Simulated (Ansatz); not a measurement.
NbSi:
```yaml
crystal:
  lattice:
    - [3.03928, 0.00000, 0.00000]
    - [-1.51964, 2.63209, 0.00000]
    - [0.00000, 0.00000, 4.05259]
  atoms:
    - { symbol: Nb, position: [0.00000, 0.00000, 0.00000] }
    - { symbol: Si, position: [0.66667, 0.33333, 0.50000] }
```

Relaxed with PBE. Special points in fractions of this cell's reciprocal vectors: Γ (0.000, 0.000, 0.000); M (0.500, 0.000, 0.000); K (0.333, 0.333, 0.000); A (0.000, 0.000, 0.500); L (0.500, 0.000, 0.500); H (0.333, 0.333, 0.500).

Question: List the band energies nearest the Fermi level at these points for PBE in the plane-wave PAW code Ansatz.

Answer: In eV from the Fermi level; about four levels below and three above (degenerate sets whole), none deeper than 8.9 eV; points with the same levels are listed once.

```tsv
k	below	above
Γ	-3.23 -1.35 -0.02 -0.02	2.29 2.29 7.24
M	-6.85 -5.16 -3.46 -2.50	1.17 3.19 4.34
K	-4.37 -3.32 -2.83 -1.18	1.60 1.62 4.50
A	-6.04 -0.58	0.24 0.24 1.45 1.45
L	-4.02 -3.72 -0.43 -0.01	1.01 4.09 4.45
H	-4.48 -2.56 -2.09 -0.49	1.23 4.50 4.80
```

Space group P-6m2. A made-up cell: these elements were put on the sites of a structure type; neither database checked (COD, Materials Project) lists it. Its standing as an ambient phase is unchecked. Symmetry was held in the PBE relaxation; whether a distortion lowers the energy is not shown. The run is not spin-polarised. Scalar-relativistic: spin–orbit coupling is off unless named, which matters more the heavier the elements.

Potentials: the later of the program's two PAW sets.
